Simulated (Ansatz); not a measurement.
Sc3In:
```
CELL_PARAMETERS angstrom
      6.43647     0.00000     0.00000
     -3.21824     5.57415     0.00000
      0.00000     0.00000     5.17660
ATOMIC_POSITIONS crystal
  Sc 0.83133 0.16867 0.25000
  Sc 0.66267 0.83133 0.75000
  Sc 0.83133 0.66267 0.25000
  Sc 0.16867 0.83133 0.75000
  Sc 0.33733 0.16867 0.25000
  Sc 0.16867 0.33733 0.75000
  In 0.33333 0.66667 0.25000
  In 0.66667 0.33333 0.75000
```

Relaxed with r²SCAN. Special points in fractions of this cell's reciprocal vectors: Γ (0.000, 0.000, 0.000); M (0.500, 0.000, 0.000); K (0.333, 0.333, 0.000); A (0.000, 0.000, 0.500); L (0.500, 0.000, 0.500); H (0.333, 0.333, 0.500).

Task: List the band energies nearest the Fermi level at these points for r²SCAN (plane waves, PAW; program Ansatz).

Result: In eV from the Fermi level; about four levels below and three above (degenerate sets whole), none deeper than 8.9 eV; points with the same levels are listed once.

| k | below | above |
|---|---|---|
| Γ | -0.37 -0.37 -0.28 -0.07 -0.07 | 0.04 1.13 1.13 |
| M | -1.12 -0.67 -0.32 -0.07 | 0.07 0.16 0.19 |
| K | -1.27 -0.73 -0.14 -0.14 | 0.09 0.40 0.40 |
| A | -0.58 -0.58 -0.58 -0.58 | 0.38 0.38 0.81 0.81 0.81 0.81 |
| L | -1.95 -1.95 -1.04 -1.04 | 0.23 0.23 0.40 0.40 |
| H | -1.14 -1.14 -0.95 -0.95 | 0.07 0.07 0.23 0.23 |

Space group P6_3/mmc. The workflow started from an entry of the Crystallography Open Database (COD). Whether it is the stable phase at ambient conditions was not checked. The cell was relaxed with r²SCAN under the symmetry of its start; whether a distortion lowers the energy is not shown. No spin polarisation was allowed. Scalar-relativistic: spin–orbit coupling is off unless named, which matters more the heavier the elements.

Potentials: the later of the program's two PAW sets.
